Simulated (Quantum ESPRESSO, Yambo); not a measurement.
# Levels of theory for the gap of Ba2MoCdO6

Ba2MoCdO6 (space group Fm-3m, No. 225): one geometry, one set of norm-conserving LDA (Quantum ESPRESSO, 102 Ry, scalar-relativistic) orbitals, self-energies from Yambo (2×2×2 Γ-centred k mesh, bands 6 to 296 and a 8 Ry block in the screening, 296 bands in G with the Bruneval-Gonze terminator, plasmon pole fitted at 27.2 eV).

The geometry is that of Materials Project entry mp-1207118, symmetrised and not relaxed again.

```csv
level,gap L → X (eV),direct gap at X (eV),rough Yambo cost
LDA (Quantum ESPRESSO),2.24,2.32,–
exchange only (Hartree-Fock self-energy on LDA orbitals),12.53,12.74,about 1/20 (6 states)
static COHSEX@LDA,4.38,4.40,within a factor of two (3 states)
"G0W0@LDA, plasmon pole",3.75,3.72,1 (6 states)
```

Bare exchange has no screening and gives the widest gap; static COHSEX screens it but leaves out the frequency dependence, which G0W0 restores. Among the k points computed, the smallest G0W0 gap is 3.67 eV, Γ → X.

Costs are rough ratios of core time on shared machines.

Nearest settings tried, and what they do to the gap: 194 bands in W, 194 bands in G: +49 meV; 3 Ry block (113 vectors against 411): +75 meV. Not varied: mesh. So the settings aren't converged at that level. The k mesh is coarse.

Spin-orbit splittings are left out.

The structure is a Materials Project entry; no match was found in the copy of COD used, and its stability was not checked.
